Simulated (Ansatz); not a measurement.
## Ansatz run, GaIr

input.yaml (Ansatz 0.2.0)

```yaml
crystal:
  lattice:
    - [3.039398, 0.0, 0.0]
    - [0.0, 3.039398, 0.0]
    - [0.0, 0.0, 3.039398]
  atoms:
    - { symbol: Ir, position: [0.5, 0.5, 0.5] }
    - { symbol: Ga, position: [0.0, 0.0, 0.0] }
  symmetry: { tolerance: 0.0003 }
kpoints:
  mp_grid: { grid: [8, 8, 8], shift: [0, 0, 0] }
  band_path:
    path:
      - [0.0, 0.0, 0.0]
      - [0.0, 0.5, 0.0]
      - [0.5, 0.5, 0.0]
      - [0.0, 0.0, 0.0]
      - [0.5, 0.5, 0.5]
      - [0.0, 0.5, 0.0]
      - [0.5, 0.5, 0.5]
      - [0.5, 0.5, 0.0]
    npoints: 8
magnetization:
  spin_polarized: false
scf:
  occupations: { method: fermi_dirac, width: 0.0188 }
  lower_state_search: "off"
  max_iter: 200
hamiltonian:
  pseudopotentials: { kind: paw }
  xc: r2scan
basis:
  ecutwfc: 500
  fft_grid_basis: typed
output:
  forces: true
  stress: true
  eigenvalues: true
  bader: true
  populations: true
  elf: true
  write_potential: true
  volumetric_format: npy
  dos:
    e_range: [-12, 8]
    de: 0.05
    projected: { site_lists: { Ga: [Ga], Ir: [Ir] } }
checkpoint:
  read: saved_state
```

The run starts from an earlier solution of this cell. 

Excerpt of what it printed:

```
Free energy (F): -15739.8375 eV
Harris-Foulkes:  -15739.8375 eV  (|F-HF|=4.69e-8)
Internal energy: -15739.8354 eV  (E = F + TS)
E sigma→0 (E₀):  -15739.8364 eV
Entropy (-TS):   -0.0021 eV (-1.044 meV/atom)
Fermi energy:    20.1574 eV
--- Per-component energies (eV) ---
  E_band       = -107.7945
  E_kinetic    = 742.6125
  E_local      = -2670.0054  (includes V_loc(G=0)·N_el)
  E_nonlocal   = 503.4522
  E_hartree    = 1178.0710
  E_xc         = -318.5690
  E_vxc        = -394.7126  (∫ρ·V_xc dr)
  E_paw        = -11256.5260  (= ΣΔE_a)
  E_vpaw       = -669.5053  (= ΣTr[D̂ρ^β])
  E_aug_tail   =  0.0000  (compensation charges beyond the density's cutoff)
  E_vtau       = 24.2305  (kinetic-family band-sum trace: ∫τ·v_τ [+ j·A + Jᵃ·Aᵃ] dr)
  E_ewald      = -3917.9009
  E_core_change = -0.9700  (= ΣΔE_core)
  E_smearing   = -0.0021  (= −TS)
--- Stress (GPa, compression-positive) ---
       -2.6933       0.0000       0.0000
        0.0000      -2.6933       0.0000
        0.0000       0.0000      -2.6933
  P = ⅓ Tr σ = -2.6933 GPa (-26.933 kbar)
```

Origin: a database entry at a rescaled volume.
